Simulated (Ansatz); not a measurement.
# O: frozen-core PAW against all-electron methods

```
CELL_PARAMETERS angstrom
2.59470 0.00000 0.00000
-1.29735 2.24708 0.00000
0.00000 0.00000 6.66152
ATOMIC_POSITIONS crystal
O 0.33333 0.66667 0.16100
O 0.66667 0.33333 0.66100
O 0.33333 0.66667 0.33900
O 0.66667 0.33333 0.83900
```

Atom numbers follow the list: O1, O2, O3, O4.

The geometry is COD entry 9017498, unchecked; take it as a test cell. The listed cell was then made from it by scaling, straining or moving an atom.

Solid oxygen carries moments on its molecules; these runs leave spin out.

Methods: DFT, PBEsol, PAW with Ansatz's default frozen-core files, scalar-relativistic (Ansatz 0.2.0); DFT, PBEsol, all-electron PAW with datasets made for the crystal, scalar-relativistic (Ansatz 0.2.0); DFT, PBEsol, all-electron LAPW, scalar-relativistic (Ansatz 0.2.0).

For PAW: a Γ-centred 13×13×5 k mesh, Fermi–Dirac smearing of 0.03 eV, cutoff 420 eV, no spin polarisation; the PAW files were made with PBE, and the program remakes their frozen cores for this functional. The crystal-made all-electron datasets (AE datasets) take a cutoff of 1000 eV at this cell. LAPW targets a basis error of 1 meV/atom. The Ansatz runs share mesh, smearing and spin set-up. Plane-wave (PAW) pressures include the program's estimate of the Pulay term.

Stress and pressure are positive in compression.

The change that made this cell: volume scaled by 1.04.

| quantity | PAW | AE datasets | LAPW |
| --- | --- | --- | --- |
| pressure (GPa) | 4.56 | 4.97 | 4.96 |
| stress xx (GPa) | -6.31 | -6.28 | -6.29 |
| stress zz (GPa) | 26.31 | 27.47 | 27.47 |
| force on O1, z (eV/Å) | -1.317 | -1.450 | -1.449 |

PAW's pressure differs from the LAPW value by -0.40 GPa.
